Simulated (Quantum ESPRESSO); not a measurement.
# Band energies of Ti

```
CELL_PARAMETERS angstrom
      4.56737     0.00000     0.00000
     -2.28368     3.95546     0.00000
      0.00000     0.00000     2.82624
ATOMIC_POSITIONS crystal
  Ti 0.00000 0.00000 0.00000
  Ti 0.33333 0.66667 0.50000
  Ti 0.66667 0.33333 0.50000
```

LDA (Quantum ESPRESSO, PseudoDojo norm-conserving, 84 Ry, without SOC); path ΓMKΓALHA,LM,KH; energies in eV from the Fermi level.

```csv
k (1/Å),point,band 14,band 15,band 16,band 17,band 18,band 19,band 20,band 21
0.00,Γ,-1.96,-0.68,-0.68,-0.57,-0.57,-0.03,0.67,1.29
0.34,,-2.06,-1.55,-0.94,-0.82,0.12,0.24,0.70,0.95
0.68,,-2.99,-2.55,-0.62,-0.50,-0.15,0.17,0.55,1.05
0.79,M,-3.48,-2.62,-0.41,-0.41,-0.36,0.06,0.53,1.03
1.02,,-3.38,-2.70,-0.40,-0.34,-0.22,0.17,0.34,0.87
1.25,K,-3.08,-3.08,-0.30,-0.30,-0.08,0.10,0.42,0.42
1.37,,-3.05,-2.86,-0.40,-0.29,-0.05,0.17,0.34,0.53
1.71,,-2.28,-1.95,-1.03,-0.37,-0.13,0.52,0.58,0.70
2.06,,-1.95,-0.89,-0.80,-0.49,-0.49,0.06,0.68,1.24
2.17,Γ,-1.96,-0.68,-0.68,-0.57,-0.57,-0.03,0.67,1.29
2.37,,-1.81,-0.81,-0.81,-0.66,-0.66,0.22,0.83,1.23
2.68,,-1.34,-1.34,-1.23,-1.05,-1.05,1.16,1.16,1.44
2.98,,-1.88,-1.88,-1.45,-1.45,-1.01,1.21,1.21,1.23
3.28,A,-2.09,-2.09,-1.65,-1.61,-1.61,1.06,1.06,1.25
3.62,,-2.12,-1.96,-1.54,-1.45,-0.96,0.80,1.12,1.14
3.96,,-2.13,-1.71,-1.18,-0.75,-0.59,0.39,0.91,0.97
4.08,L,-2.09,-1.69,-1.16,-0.63,-0.62,0.35,0.82,0.99
4.30,,-1.90,-1.45,-1.19,-0.79,-0.62,0.28,0.56,0.82
4.53,H,-1.41,-1.41,-1.07,-1.07,-0.94,0.66,0.66,0.79
4.63,,-1.64,-1.20,-1.19,-0.99,-0.90,0.43,0.77,0.79
4.90,,-2.20,-1.59,-1.22,-1.17,-0.74,0.62,0.70,1.05
5.18,,-2.10,-1.95,-1.65,-1.49,-1.13,0.90,1.15,1.18
5.45,A,-2.09,-2.09,-1.65,-1.61,-1.61,1.06,1.06,1.25
5.45,L,-2.09,-1.69,-1.16,-0.63,-0.62,0.35,0.82,0.99
5.64,,-2.15,-1.58,-1.09,-0.80,-0.57,0.34,0.62,1.03
5.91,,-2.48,-1.49,-1.04,-0.79,-0.36,0.18,0.29,1.00
6.19,,-3.05,-2.18,-0.52,-0.30,-0.13,-0.09,0.16,0.69
6.47,,-3.45,-2.59,-0.42,-0.39,-0.35,0.07,0.54,0.89
6.56,M,-3.48,-2.62,-0.41,-0.41,-0.36,0.06,0.53,1.03
6.56,K,-3.08,-3.08,-0.30,-0.30,-0.08,0.10,0.42,0.42
6.66,,-3.05,-3.05,-0.28,-0.28,-0.10,0.06,0.39,0.39
6.97,,-2.55,-2.55,-0.82,-0.05,-0.05,0.07,0.07,0.48
7.27,,-1.86,-1.86,-1.20,-0.44,-0.44,0.00,0.00,1.23
7.67,H,-1.41,-1.41,-1.07,-1.07,-0.94,0.66,0.66,0.79
```

A metal at this level: along this path bands 18, 19, 20 cross the Fermi level.

Geometry of the Materials Project entry, not relaxed at this level.

This is not the ordinary phase of the substance; no match was found in the copy of COD used, and its stability was not checked.
